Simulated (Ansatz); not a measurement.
Ti$_{2}$SiGe$_{2}$ (P-3m1)

These are results of DFT PBE, scalar-relativistic, plane waves, PAW in Ansatz, not measurements.

Plane waves to 420 eV, a k mesh through Γ of 12×12×4 on the computed 5-atom cell and Gaussian smearing (0.10 eV); no spin polarisation.

The structure is relaxed at this level of theory with its symmetry kept, and needn't be the ground state of this composition.

```cif
data_structure
_symmetry_space_group_name_H-M 'P-3m1'
_symmetry_Int_Tables_number 164
_cell_length_a 2.9765
_cell_length_b 2.9765
_cell_length_c 10.7682
_cell_angle_alpha 90.000
_cell_angle_beta 90.000
_cell_angle_gamma 120.000
_cell_volume 82.62
loop_
_atom_site_label
_atom_site_type_symbol
_atom_site_symmetry_multiplicity
_atom_site_Wyckoff_symbol
_atom_site_fract_x
_atom_site_fract_y
_atom_site_fract_z
_atom_site_occupancy
Ti1 Ti 2 d 0.33333 0.66667 0.19389 1
Si1 Si 1 a 0.00000 0.00000 0.00000 1
Ge1 Ge 2 c 0.00000 0.00000 0.38389 1
```

(1) Formation energy from the elements' standard states (uncorrected)?

(2) Kohn–Sham band gap?

(3) Density of states at the Fermi level?

(4) Orbital (Löwdin) character within 0.5 eV of the Fermi level?

(5) Bader charge by site (e)?

## Answers

(1) -0.221 eV/atom.

(2) none (metal).

(3) 1.9 states/eV per cell.

(4) Ti 3d 72 %, Ge 4p 11 %, Si 3p 8 %.

(5) Ti (2 in the cell) 0.87, Si (1 in the cell) -0.91, Ge (2 in the cell) -0.42.

The cell was found from a structure generator's guess, not taken from experiment. Löwdin shares on free-atom orbitals overweight diffuse shells.
